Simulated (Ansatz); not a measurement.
This cell of TiSi2 (C54 type, space group Fddd) is off equilibrium:

```yaml
crystal:
  lattice:
    - [0.00000, 4.13243, 4.28241]
    - [2.40310, 0.00000, 4.28241]
    - [2.40310, 4.13243, 0.00000]
  atoms:
    - { symbol: Si, position: [0.66301, 0.33699, 0.66301] }
    - { symbol: Si, position: [0.33699, 0.66301, 0.33699] }
    - { symbol: Si, position: [0.58699, 0.91301, 0.58699] }
    - { symbol: Si, position: [0.91301, 0.58699, 0.91301] }
    - { symbol: Ti, position: [0.00000, 0.00000, 0.00000] }
    - { symbol: Ti, position: [0.19045, 0.19045, 0.30955] }
```

Level of theory: PBE (plane waves to 420 eV, PAW, scalar-relativistic; Ansatz, a program for electronic structure). k mesh 10×10×10 (Γ-centred), Fermi-Dirac smearing 0.05 eV. Energies are smeared free energies. Compression counts positive. With partly filled bands, energies and forces of such displacements shift with the k mesh and the smearing. The PAW data are Ansatz's earlier set. TiSi2 is run without spin polarisation. TiSi2 was relaxed with its symmetry unable to fall.

Task: What forces act on the atoms (eV/Å, Cartesian)?

Result: 
| atom | Fx | Fy | Fz |
|---|---|---|---|
| Si1 | 2.444 | -1.077 | -3.749 |
| Si2 | -2.444 | 1.077 | -3.749 |
| Si3 | 0.003 | 0.037 | -0.436 |
| Si4 | -0.003 | -0.037 | -0.436 |
| Ti5 | 0.000 | 0.000 | -1.064 |
| Ti6 | 0.000 | 0.000 | 9.435 |

Task: What is the stress tensor (GPa)?

Result: 
```
    7.6     -7.6      0.0
   -7.6      3.0      0.0
    0.0      0.0     20.2
```
The pressure, a third of the trace, is 10.3 GPa.

Task: In it atom 6 sits (0.000, 0.000, -0.510) Å away from its relaxed site. What is its energy relative to the relaxed cell?

Result: 2137 meV/cell.

(For displaced atoms, the force is minus the slope of the energy, and its curvature is a force constant, which sets phonon frequencies.)
